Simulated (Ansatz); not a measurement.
Computed with Ansatz 0.2.0, DFT PBE, scalar-relativistic, plane waves, PAW. All cells share a 420 eV cutoff and Γ-centred k meshes spaced at most about 0.3 Å⁻¹ (about 0.25 or finer for metals, 2π included). Collinear spin in cells that started with moments and kept them past the coarse steps, no spin elsewhere.

All energies are static (0 K, no zero-point motion). All come from trial cells, and lower structures may exist.

Task: Order these relaxed structures of InRu2 by energy, lowest first, with the energy over the lowest of them.
A.

Space group Fd-3m:1 (No. 227). a = 7.374 Å, b = 7.374 Å, c = 7.374 Å, α = 90.00°, β = 90.00°, γ = 90.00°
```csv
atom,site,symmetry,x,y,z
In,8b,-43m,0.0000,0.0000,0.5000
Ru,16c,.-3m,0.3750,0.1250,0.3750
```

B.

Space group I4/mmm (No. 139). a = 2.868 Å, b = 2.868 Å, c = 11.685 Å, α = 90.00°, β = 90.00°, γ = 90.00°
| atom | site | symmetry | x | y | z |
| --- | --- | --- | --- | --- | --- |
| In | 2a | 4/mmm | 0.0000 | 0.0000 | 0.0000 |
| Ru | 4e | 4mm | 0.5000 | 0.5000 | 0.1811 |

C.

Space group F-43m (No. 216). a = 6.065 Å, b = 6.065 Å, c = 6.065 Å, α = 90.00°, β = 90.00°, γ = 90.00°
```csv
atom,site,symmetry,x,y,z
In,4a,-43m,0.0000,0.0000,0.0000
Ru,4c,-43m,0.2500,0.2500,0.2500
Ru,4b,-43m,0.5000,0.0000,0.0000
```

D.

Space group P-4m2 (No. 115). a = 2.856 Å, b = 2.856 Å, c = 6.390 Å, α = 90.00°, β = 90.00°, γ = 90.00°
```json
{"atom": "In", "site": "1d", "symmetry": "-4m2", "x": "0.0000", "y": "0.0000", "z": "0.5000"}
{"atom": "Ru", "site": "2g", "symmetry": "2mm.", "x": "0.5000", "y": "0.0000", "z": "0.8775"}
```

Result: B (0 meV/atom), D (151 meV/atom), A (318 meV/atom), C (388 meV/atom). Forms: B In and Ru ordered on fcc sites, I4/mmm; D P-4m2; A cubic Laves (C15) type, Fd-3m; C F-43m. Counting all near atoms (those within 1.25 times the shortest distance at each site; a plus sign parts nearer from farther groups; a slash parts the counts of unlike sites): B has In 12, Ru 4+8; D has In 8, Ru 10; A has In 16, Ru 6+6; C has In 4+6, Ru 8/4+6. Even the lowest lies +0.09 eV/atom against the elements.

Cells relaxed within their symmetry can be saddle points. The I4/mmm cell of InRu2 came from shaking the P-4m2 one. Some structure types and database cells were kept out of the candidates from the start, so a known form may be missing.
